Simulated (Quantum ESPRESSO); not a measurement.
```
CaPbF6
1.0
    0.00000     4.31698     4.31698
    4.31698     0.00000     4.31698
    4.31698     4.31698     0.00000
F Ca Pb
6 1 1
Direct
  0.76012   0.76012   0.23988
  0.23988   0.23988   0.76012
  0.23988   0.76012   0.76012
  0.76012   0.23988   0.23988
  0.76012   0.23988   0.76012
  0.23988   0.76012   0.23988
  0.50000   0.50000   0.50000
  0.00000   0.00000   0.00000
```

The geometry is that of Materials Project entry mp-20463, symmetrised and not relaxed again.

Task: What does PBEsol (Quantum ESPRESSO, PseudoDojo norm-conserving, 84 Ry, scalar-relativistic) give for the electronic structure near the Fermi level?

Result: The PBEsol gap is direct, 3.67 eV at Γ. Another valence extremum on the path lies within 0.02 eV, too close to call. Spin-orbit coupling is left out; with 6p states at a band edge it can lower the gap by many tenths of an eV, most of a small gap.
